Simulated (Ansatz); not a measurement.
TaO₃:
```
TaO3
1.0
    3.92169     0.00000     0.00000
    0.00000     3.92169     0.00000
    0.00000     0.00000     3.92169
Ta O
1 3
Direct
  0.50000   0.50000   0.50000
  0.00000   0.50000   0.50000
  0.50000   0.00000   0.50000
  0.50000   0.50000   0.00000
```
The run is spin-polarised; directions of the spins, atom by atom: 0 ↑ ↑ ↑.

Relaxed with HSE06.

Task: Give the Bader charges and basin volumes of the independent atoms, HSE06 in the plane-wave PAW code Ansatz.

Result: 

```tsv
atom	Bader charge (e)	Bader volume (Å³)
Ta1	+3.14	9.0
O2	-1.05	16.1
```

Space group Pm-3m (ReO3 type). The first step of the workflow began from a Materials Project structure, measured or hypothetical; the Crystallography Open Database copy checked does not list it. Its standing as an ambient phase is unchecked. The cell was relaxed with HSE06 under the symmetry of its start, as lowered by the spin order; whether a distortion lowers the energy is not shown. Spin order of the final state: ferrimagnetic, the only order run, not a proven ground state. The cell computed holds one magnetic atom, so no antiferromagnetic order was within reach. Other orbital occupations within this spin state were not tried. Spin–orbit coupling is left out wherever it is not named.

Potentials: the later of the program's two PAW sets.
